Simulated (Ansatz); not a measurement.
Harmonic vibrational thermodynamics of HgSe (zinc blende, F-43m) at fixed volume, LDA (plane waves, PAW; program Ansatz). The rows extrapolate the 0 K crystal and know nothing of melting or changes of phase.

```csv
T (K),F_vib (meV/atom),S (J/K per mol of atoms),C_V (J/K per mol of atoms)
50,16.6,(withheld),(withheld)
100,6.6,24.7,19.8
200,-27.5,39.9,23.4
300,(withheld),49.5,(withheld)
400,-129.3,56.5,24.5
600,-257.6,66.5,24.8
800,(withheld),(withheld),24.8
1000,-561.9,79.2,24.9
```

Some entries are withheld; supply them.


- 300, F_vib (meV/atom): -74.2
- 300, C_V (J/K per mol of atoms): 24.2
- 50, S (J/K per mol of atoms): 13.3
- 50, C_V (J/K per mol of atoms): 13.0
- 800, S (J/K per mol of atoms): 73.7
- 800, F_vib (meV/atom): -403.2

Symmetry was held in the LDA relaxation; phonons on a q-mesh show no instability. Spin–orbit coupling is left out wherever it is not named.

Potentials: the later of the program's two PAW sets.
